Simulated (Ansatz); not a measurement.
# All-electron card of CoBi

```xyz
2
Lattice="0.0000 2.9370 2.9370 2.9370 0.0000 2.9370 2.9370 2.9370 0.0000" Properties=species:S:1:pos:R:3 pbc="T T T"
Co    0.0000    0.0000    0.0000
Bi    1.4685    1.4685    1.4685
```

Atoms are numbered in the order listed.

The structure comes from a relaxation in the same program, started in the zincblende type, and has space group F-43m. Whether it is a known phase or the ground state wasn't checked.

No spin–orbit coupling, which matters for the heavy atoms here.

Methods: DFT, PBE, all-electron LAPW, scalar-relativistic (Ansatz 0.2.0); DFT, PBE, PAW with Ansatz's default frozen-core files, scalar-relativistic (Ansatz 0.2.0).

For LAPW: a Γ-centred 9×9×9 k mesh, Fermi–Dirac smearing of 0.08 eV, basis error target 0.5 meV/atom, spin-polarised from start moments Co1 2 μB (the moments died away, and the run ended non-magnetic). PAW takes a cutoff of 420 eV at this cell. The Ansatz runs share mesh, smearing and spin set-up. Values come from LAPW unless marked.

```json
{"Band gap": "none: bands cross the Fermi level, a metal", "Density of states at the Fermi level (0.2 eV bin)": "2.08 states/eV per cell", "Löwdin charges (with 0.18 e of the cell spilling out of the atomic basis, so their sizes and signs hang on that basis)": "Co1 0.31, Bi2 -0.13 e", "Bader charges (from the PAW run)": "Co1 -0.12, Bi2 +0.12 e", "Volume per atom": "25.33 Å³", "Pressure at this cell": "0.1 kbar"}
```
